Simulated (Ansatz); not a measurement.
# Relaxing an invented HfNb₃F structure

Level of theory: DFT PBE, scalar-relativistic, plane waves, PAW (Ansatz). Cutoff 420 eV, Gaussian smearing, Γ-centred meshes. Cell and atoms relax first on a coarse mesh and then on a finer one. In between, the cell is made exact in the group found at 0.06 Å. In metals the finer mesh still leaves noise of several meV/atom or more. The steps can't lower the symmetry of their start. No spin polarisation.

Recipe of this trial structure of HfNb₃F: random cell by space group and Wyckoff sites (P-6m2, No. 187). Its size is a rough estimate.

```
CELL_PARAMETERS angstrom
3.78525 0.00000 0.00000
-1.89262 3.27812 0.00000
0.00000 0.00000 6.77651
ATOMIC_POSITIONS crystal
Hf 0.00000 0.00000 0.00000
Nb 0.33333 0.66667 0.81432
Nb 0.33333 0.66667 0.18568
Nb 0.33333 0.66667 0.50000
F 0.00000 0.00000 0.50000
```

Formation energies are uncorrected and refer to the elements' standard structures at the same level (F₂ as a molecule).

Problem. Describe the relaxed structure.

Solution. The symmetry stays P-6m2 (No. 187). The volume per atom grows by 16.9 %, from 16.8 to 19.7 Å³. The shortest distance goes from 2.13 Å (Nb–Nb) to 2.00 Å (Nb–F). The ratio c/a of the conventional cell changes by a factor of 1.53. The energy falls by about 1.3 eV/atom (the start's value is from the coarse mesh). Conventional cell: a = 3.461 Å, c = 9.477 Å. Around Hf lie 6 Nb at 2.99 Å and 6 Hf at 3.46 Å; Nb on a site of symmetry 3m is surrounded by 1 Nb at 2.51 Å, 3 Hf at 2.99 Å, 3 F at 3.21 Å and 6 Nb at 3.46 Å; Nb on a site of symmetry -6m2 is surrounded by 3 F at 2.00 Å, 2 Nb at 2.51 Å and 6 Nb at 3.46 Å; F is surrounded by 3 Nb at 2.00 Å.

Space group P-6m2 (No. 187). a = 3.461 Å, b = 3.461 Å, c = 9.477 Å, α = 90.00°, β = 90.00°, γ = 120.00°
| atom | site | symmetry | x | y | z |
| --- | --- | --- | --- | --- | --- |
| Hf | 1a | -6m2 | 0.0000 | 0.0000 | 0.0000 |
| Nb | 2h | 3m. | 0.3333 | 0.6667 | 0.7652 |
| Nb | 1d | -6m2 | 0.3333 | 0.6667 | 0.5000 |
| F | 1b | -6m2 | 0.0000 | 0.0000 | 0.5000 |

Problem. How does it come out in energy, and is it a metal?

Solution. The energy over the elements is +0.28 eV/atom and the gap on the 12×12×4 mesh of the 5-atom cell is 0 eV (a metal).

A positive value: parting into the elements would lower its energy.

The last run used Gaussian smearing of 0.10 eV. Spin–orbit coupling, which can matter for Hf, is left out. The cell is a metal run without spin; a magnetic state may lie lower. A structure relaxed within its symmetry needn't be a true minimum. Another cell of HfNb3F relaxed alike, in Pm-3m, lies 0.37 eV/atom lower, so this cell isn't the stable form at this level.
